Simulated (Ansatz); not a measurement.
## Ga$_{2}$Cu under pressure

All numbers below come from DFT LDA, scalar-relativistic, plane waves, PAW in Ansatz. Plane waves to 420 eV; Γ-centred k mesh 16×16×8; Fermi-Dirac smearing of 0.15 eV. No spin polarisation. Phonons by linear response, acoustic sum rule imposed.

The cell, relaxed at this level:
Space group P4/mmm (No. 123). a = 2.772 Å, b = 2.772 Å, c = 5.668 Å, α = 90.00°, β = 90.00°, γ = 90.00°
```json
{"atom": "Ga", "site": "2h", "symmetry": "4mm", "x": "0.5000", "y": "0.5000", "z": "0.2832"}
{"atom": "Cu", "site": "1a", "symmetry": "4/mmm", "x": "0.0000", "y": "0.0000", "z": "0.0000"}
```

In a metal, frequencies and elastic constants depend on the k mesh and the smearing, soft modes and shear constants most.

Q: The cell is relaxed again at 8 and 25 GPa. How do volume, gap and optical modes at Γ (cm⁻¹, counted from the lowest optical one; a degenerate one stands once) change?

A:
|  | 0 GPa | 8 GPa | 25 GPa |
| --- | --- | --- | --- |
| V/V0 | 1.000 | 0.936 | 0.849 |
| gap (eV) | 0.00 | 0.00 | 0.00 |
| mode 1 | 75 | 82 | 91 |
| mode 3 | 153 | 172 | 201 |
| mode 5 | 197 | 225 | 268 |
| mode 6 | 247 | 278 | 326 |